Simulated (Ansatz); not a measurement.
Start of a relaxation of PdPtC₄N₄:

```cif
data_structure
_symmetry_space_group_name_H-M 'P 1'
_symmetry_Int_Tables_number 1
_cell_length_a 5.9086
_cell_length_b 5.9086
_cell_length_c 5.9086
_cell_angle_alpha 90.000
_cell_angle_beta 90.000
_cell_angle_gamma 90.000
_cell_volume 206.28
loop_
_atom_site_label
_atom_site_type_symbol
_atom_site_fract_x
_atom_site_fract_y
_atom_site_fract_z
_atom_site_occupancy
Pd1 Pd 0.50000 0.50000 0.50000 1
Pt1 Pt 0.00000 0.00000 0.00000 1
C1 C 0.18732 0.18732 0.18732 1
C2 C 0.18732 0.81268 0.81268 1
C3 C 0.81268 0.18732 0.81268 1
C4 C 0.81268 0.81268 0.18732 1
N1 N 0.30164 0.30164 0.30164 1
N2 N 0.30164 0.69836 0.69836 1
N3 N 0.69836 0.30164 0.69836 1
N4 N 0.69836 0.69836 0.30164 1
```

All numbers below come from DFT PBE, scalar-relativistic, plane waves, PAW (Ansatz 0.2.0). Cutoff 420 eV, Gaussian smearing, Γ-centred meshes. Cell and atoms relax first on a coarse mesh and then on a finer one. In between, the cell is made exact in the group found at 0.06 Å. In metals the finer mesh still leaves noise of several meV/atom or more. The steps can't lower the symmetry of their start. Collinear spin is switched on along the way, since trial moments persisted in a coarse test.

A guess keeps its type if space group and coordination stay and the shape of the cell changes little (axis ratios within about 15 %, angles within 6°); the volume may change.

**Question.** Does it keep its structure type, or change into something else?

**Answer.** It keeps its type. The symmetry stays P-43m (No. 215). The volume per atom grows by 5.8 %, from 20.6 to 21.8 Å³. The shortest distance goes from 1.17 Å (C–N) to 1.18 Å (C–N). Counting neighbours within 15 % of an atom's shortest distance, the start has C 1, N 1, Pd 4, Pt 4 and the end C 1, N 1, Pd 4, Pt 4.

The last run used collinear spin, a 6×6×6 mesh for its 10-atom cell and Gaussian smearing of 0.10 eV. Spin–orbit coupling, which can matter for Pt, is left out. A later test with randomly moved atoms led to a structure 262 meV/atom lower, so this end is a saddle point or a shallow minimum.
